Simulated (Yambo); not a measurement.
Yambo input for KI (rock salt, space group Fm-3m, No. 225) under isotropic strain of -3 % on all lattice vectors (a = b = c = 4.8041 Å, α = β = γ = 60.00°), on PBEsol (Quantum ESPRESSO, PseudoDojo norm-conserving, 74 Ry, scalar-relativistic) wavefunctions on a 10×10×10 mesh:

```
optics
chi
dipoles
kernel
FFTGvecs= 40 Ry
Chimod= "HARTREE"
NGsBlkXd= 4 Ry
% QpntsRXd
 1 | 1 |
%
% BndsRnXd
 1 | 58 |
%
GrFnTpXd= "R"
% EnRngeXd
 0.0 | 20.0 | eV
%
% DmRngeXd
 0.2 | 0.2 | eV
%
CGrdSpXd= 50
ETStpsXd= 161
% LongDrXd
 1.0 | 0.0 | 0.0 |
%
% XfnQP_E
 2.259 | 1.0 | 1.0 |
%
```

First lines of the file o-*.eps_q1_inv_rpa_dyson:

```
Absorption @ Q(1):   1.00000000     0.00000000     0.00000000    [q->0 direction]
#
# [ X ] Hartree size     :   89
# [GEN] GF Energies     : Perdew, Burke & Ernzerhof SOL(X)+Perdew, Burke & Ernzerhof SOL(C)+ user defined corrections @E
# [GEN] Green`s Function     : Retarded
#
# [GEN] Gauge     : Length
# [GEN] [r,Vnl] included     : yes
#
#    E[1] [eV]     Im(eps)     Re(eps)     Im(eps_o)     Re(eps_o)
#
     0.000000     -0.23004E-09     2.491294     -0.15573E-17     2.948153
     0.125000     0.694108E-3     2.491511     0.001001     2.948465
     0.250000     0.001390     2.492161     0.002005     2.949402
     0.375000     0.002089     2.493245     0.003013     2.950967
     0.500000     0.002792     2.494767     0.004029     2.953163
     0.625000     0.003502     2.496730     0.005054     2.955995
     0.750000     0.004220     2.499138     0.006091     2.959470
     0.875000     0.004948     2.501997     0.007143     2.963597
     1.000000     0.005688     2.505314     0.008213     2.968385
     1.125000     0.006441     2.509096     0.009303     2.973845
     1.250000     0.007210     2.513352     0.010416     2.979993
     1.375000     0.007996     2.518093     0.011555     2.986842
     1.500000     0.008802     2.523330     0.012724     2.994411
     1.625000     0.009630     2.529076     0.013926     3.002719
     1.750000     0.010483     2.535346     0.015166     3.011787
     1.875000     0.011363     2.542156     0.016446     3.021641
     2.000000     0.012274     2.549524     0.017772     3.032306
     2.125000     0.013218     2.557470     0.019148     3.043812
     2.250000     0.014199     2.566015     0.020580     3.056193
     2.375000     0.015222     2.575184     0.022074     3.069485
     2.500000     0.016289     2.585003     0.023635     3.083727
     2.625000     0.017406     2.595502     0.025270     3.098964
     2.750000     0.018578     2.606713     0.026988     3.115244
     2.875000     0.019810     2.618672     0.028797     3.132621
     3.000000     0.021110     2.631418     0.030707     3.151155
     3.125000     0.022484     2.644995     0.032728     3.170909
     3.250000     0.023940     2.659451     0.034873     3.191958
     3.375000     0.025488     2.674841     0.037154     3.214382
     3.500000     0.027138     2.691223     0.039589     3.238269
     3.625000     0.028903     2.708665     0.042195     3.263721
     3.750000     0.030795     2.727241     0.044992     3.290847
     3.875000     0.032832     2.747034     0.048005     3.319775
     4.000000     0.035032     2.768140     0.051260     3.350643
```
(The file goes on to the top of the energy range.) Convergence of the RPA response with its 10×10×10 mesh was not tested. The scissor comes from a G0W0 run whose convergence isn't established.

Spin-orbit coupling is not included.

Geometry strained from the cell relaxed with PBEsol, atoms relaxed again.
